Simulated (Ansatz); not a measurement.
**SrAs$_{2}$Ru$_{2}$: zone-centre modes**

Theory: DFT LDA, scalar-relativistic, plane waves, PAW in Ansatz. Cutoff 420 eV, 12×12×12 k-points (Γ-centred), Fermi-Dirac smearing of 0.15 eV. No spin polarisation. Phonons by linear response, acoustic sum rule imposed.

Relaxed structure:
```yaml
crystal:
  lattice:
    - [-2.06711, 2.06711, 5.41451]
    - [2.06711, -2.06711, 5.41451]
    - [2.06711, 2.06711, -5.41451]
  atoms:
    - { symbol: Sr, position: [0.00000, 0.00000, 0.00000] }
    - { symbol: As, position: [0.63812, 0.63812, 0.00000] }
    - { symbol: As, position: [0.36188, 0.36188, 0.00000] }
    - { symbol: Ru, position: [0.25000, 0.75000, 0.50000] }
    - { symbol: Ru, position: [0.75000, 0.25000, 0.50000] }
```

In a metal, frequencies and elastic constants depend on the k mesh and the smearing, soft modes and shear constants most.

Optical modes at Γ; i marks an imaginary frequency:
```csv
frequency (THz),degeneracy
3.21,2
3.78,1
4.47,2
4.70,1
7.19,1
7.40,1
7.78,2
8.54,2
```

All 12 optical modes at Γ are real: no displacement of atoms at fixed cell lowers the energy to second order. Strains and modes at other wave vectors aren't tested by this run.

Whether SrAs2Ru2 exists in this form wasn't checked.

Cost: 1 run of about 45 core-minutes, on Intel Xeon Processor @ 2.50GHz (Skylake/Cascade Lake) (shared hosts).